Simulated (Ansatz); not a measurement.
Values for one crystal, relaxed and computed with DFT-PBE in the program Ansatz with PAW potentials; other levels are named.

* **Volume per atom**: 15.97 Å³
* **Electronic character**: metallic (no gap)
* **Density of states at the Fermi level**: 1.0 states/eV per atom (mean over ±0.08 eV)
* **Formation energy from the elements (no fitted shifts)**: -0.21 eV/atom

Task: Which compound is it?
A) NbRu, P2/m (Nb on 2m, Nb on 1a, Ru on 1e, Ru on 2n)
B) NbCd3, Cu3Au type
C) AlRu, Fd-3m (Al on 8b, Ru on 8a)
D) TaRu, rock salt

Result: A, NbRu, P2/m (Nb on 2m, Nb on 1a, Ru on 1e, Ru on 2n)

The start of the workflow was typed in or built on a structure type; neither database checked (COD, Materials Project) lists it. COD files the formula under space group No. 123, 221. Whether it is the stable phase at ambient conditions was not checked. Symmetry was held in the PBE relaxation; its stability against distortions is not shown here. No spin polarisation was allowed. The references are the lowest solids computed at this level, not always the standard phases. Scalar-relativistic: spin–orbit coupling is off unless named, which matters more the heavier the elements.

Potentials: the later of the program's two PAW sets.
